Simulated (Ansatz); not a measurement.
ZrVGe:
```
ZrVGe
1.0
   -1.86717     1.86717     7.26258
    1.86717    -1.86717     7.26258
    1.86717     1.86717    -7.26258
Zr V Ge
2 2 2
Cartesian
  0.00000   0.00000   9.82201
  0.00000   0.00000   4.70314
  0.00000   1.86717   0.00000
  1.86717   0.00000   0.00000
  0.00000   0.00000   1.83669
  0.00000   0.00000  12.68847
```

Relaxed with r²SCAN. Special points in fractions of this cell's reciprocal vectors: Γ (0.000, 0.000, 0.000); X (0.000, 0.000, 0.500); P (0.250, 0.250, 0.250); N (0.000, 0.500, 0.000); M (0.500, 0.500, -0.500); S (0.267, 0.733, -0.267); S0 (-0.267, 0.267, 0.267); R (-0.033, 0.033, 0.500); G (0.500, 0.500, -0.033).

### Question
List the band energies nearest the Fermi level at these points for r²SCAN (plane waves, PAW; program Ansatz).

### Answer
In eV from the Fermi level; about four levels below and three above (degenerate sets whole), none deeper than 8.9 eV; points with the same levels are listed once.

| k | below | above |
|---|---|---|
| Γ | -0.83 -0.78 -0.37 -0.37 | 1.07 1.07 1.81 |
| X | -0.99 -0.81 -0.75 -0.25 | 1.43 1.50 1.98 |
| P | -1.04 -1.04 -0.77 -0.77 -0.28 | 1.47 1.47 1.98 |
| N | -0.88 -0.57 -0.18 -0.01 | 0.53 0.63 1.00 |
| M | -2.25 -2.25 -1.88 -1.68 -0.72 | 0.02 0.02 0.20 |
| S | -1.78 -0.89 -0.66 -0.15 | 0.11 0.37 0.80 |
| R | -1.00 -0.81 -0.73 -0.29 | 1.46 1.51 1.97 |

Space group I4/mmm. The workflow started from a Materials Project entry (that database holds measured and hypothetical structures alike); the Crystallography Open Database copy checked does not list it. Its standing as an ambient phase is unchecked. The cell was relaxed with r²SCAN under the symmetry of its start; its stability against distortions is not shown here. No spin polarisation was allowed. Spin–orbit coupling is left out wherever it is not named.

Potentials: the later of the program's two PAW sets.
